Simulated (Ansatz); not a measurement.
A trial cell of Au was relaxed with r2SCAN (plane waves to 500 eV, PAW, scalar-relativistic; Ansatz, an electronic-structure program).

Before: Immm (No. 71), oI2; a = 3.092 Å, b = 3.390 Å, c = 3.414 Å, α = β = γ = 90.00°.

After relaxation:

Simulated powder pattern, Mo Kα, λ = 0.71073 Å (kinematic, ideal powder, no thermal factors, no anomalous dispersion; the 24 strongest lines at most, above 1 %, up to 2θ = 45°):

| 2θ (°) | I/Imax (%) |
|---|---|
| 17.17 | 100 |
| 19.85 | 51 |
| 28.21 | 38 |
| 33.21 | 47 |
| 34.74 | 14 |
| 40.33 | 6.3 |
| 44.12 | 19 |

Problem. Identify the relaxed structure from its pattern: crystal system, space group and cell.

Solution. Cubic, Fm-3m (No. 225), cF4, fcc (Cu type); a = 4.1239 Å, b = 4.1239 Å, c = 4.1239 Å, α = 90.00°, β = 90.00°, γ = 90.00°. Sites: Au 4b (0.500, 0.500, 0.500).

Problem. Index the strongest lines.

Solution. 17.17° (111), 19.85° (200), 28.21° (220), 33.21° (311), 44.12° (331).

No spin polarisation in the result.

The run could not lose the symmetry of its start.
